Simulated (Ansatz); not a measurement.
Starting cell, Mo (bcc, W type):

```
Mo
1.0
   -3.16077     3.16077     3.16077
    1.58038    -1.58038     1.58038
    1.58038     1.58038    -1.58038
Mo
2
Direct
  0.00000   0.00000   0.00000
  0.50000   0.00000   0.00000
```

In each cell atom 1 (Mo, nearest neighbour Mo at 2.737 Å; its periodic images, 2.7 Å or more away, move with it) moves by s·(0.707, 0.707, 0.000) (along Cartesian [110]), the rest being held.

The numbers are results of PBE (plane waves to 420 eV, PAW, scalar-relativistic; Ansatz, an electronic-structure program), not measurements. k mesh 17×17×17 (Γ-centred), Fermi-Dirac smearing 0.05 eV. Energies are smeared free energies. With partly filled bands, energies and forces of such displacements shift with the k mesh and the smearing. Mo is run without spin polarisation. Mo was relaxed with its symmetry unable to fall. The PAW data are Ansatz's earlier set. The zero of ΔE is the undisplaced structure. The last digit holds for this mesh only.

| s (Å) | ΔE (meV/cell) |
|---|---|
| -0.270 | 238.6 |
| -0.216 | 151.3 |
| -0.162 | 84.4 |
| -0.108 | 37.4 |
| -0.054 | 9.3 |
| 0.000 | 0.0 |
| 0.054 | 9.3 |
| 0.108 | 37.4 |
| 0.162 | 84.4 |
| 0.216 | 151.3 |
| 0.270 | 238.6 |

**Question.** What force constant k = d²E/ds² at s = 0 does the table give?

**Answer.** 6.4 eV/Å². It is the second difference of the nearest points, corrected with the next pair.

**Question.** With k = 6.34 eV/Å² from the forces, is the well harmonic out to s = 0.270 Å?

**Answer.** ½ks² = 231 meV/cell against the computed 239 meV/cell, so the well is close to harmonic there.

(For displaced atoms, the force is minus the slope of the energy, and its curvature is a force constant, which sets phonon frequencies.)
